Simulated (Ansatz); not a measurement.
The start is a generated cell, BAs placed in the zincblende structure type. The cell and all atomic positions are relaxed at zero pressure with r2SCAN (plane waves to 500 eV, PAW, scalar-relativistic; Ansatz, an electronic-structure program). The first steps use a coarse 8×8×8 k-mesh.

Input geometry:
```
BAs
1.0
    0.00000     2.42296     2.42296
    2.42296     0.00000     2.42296
    2.42296     2.42296     0.00000
As B
1 1
Cartesian
  3.63444   3.63444   3.63444
  0.00000   0.00000   0.00000
```

Q: What pressure does the first self-consistent step give?

A: -5.0 GPa (negative: the cell is under tension).

Q: By how much does the energy per atom fall from start to end?

A: 0.009 eV/atom.

Q: How does the volume change?

A: -3.8 %, from 14.22 to 13.69 Å³/atom.

Q: How do the shortest distances between atoms change?

A: The closest pairs of elements (up to four, under 3.6 Å), start → end: As–B 2.10 → 2.07 Å; As–As 3.43 → 3.38 Å; B–B 3.43 → 3.38 Å.

Q: Write out the relaxed structure.

A: 
```cif
data_As4B4
_chemical_formula_sum 'As4 B4'
_space_group_name_H-M_alt 'F-43m'
_space_group_IT_number 216
_space_group_name_Hall 'F -4 2 3'
_cell_length_a 4.78390
_cell_length_b 4.78390
_cell_length_c 4.78390
_cell_angle_alpha 90.000
_cell_angle_beta 90.000
_cell_angle_gamma 90.000
loop_
_atom_site_label
_atom_site_type_symbol
_atom_site_symmetry_multiplicity
_atom_site_Wyckoff_symbol
_atom_site_fract_x
_atom_site_fract_y
_atom_site_fract_z
_atom_site_occupancy
As1 As 4 c 0.25000 0.25000 0.25000 1
B1 B 4 a 0.00000 0.00000 0.00000 1
```
(The calculation used a cell of 2 atoms; values per cell refer to that cell.)

The space group stays F-43m (No. 216) (the run could not lower it); the end is zinc blende type, with 2 atoms in the primitive cell. Final values are on a 12×12×12 k-mesh of the relaxed cell. No spin polarisation in the result.

The run could not lose the symmetry of its start; a randomly shaken copy of 2 atoms returns to this structure.

All atoms sit on sites fixed by symmetry, so only the cell could relax.
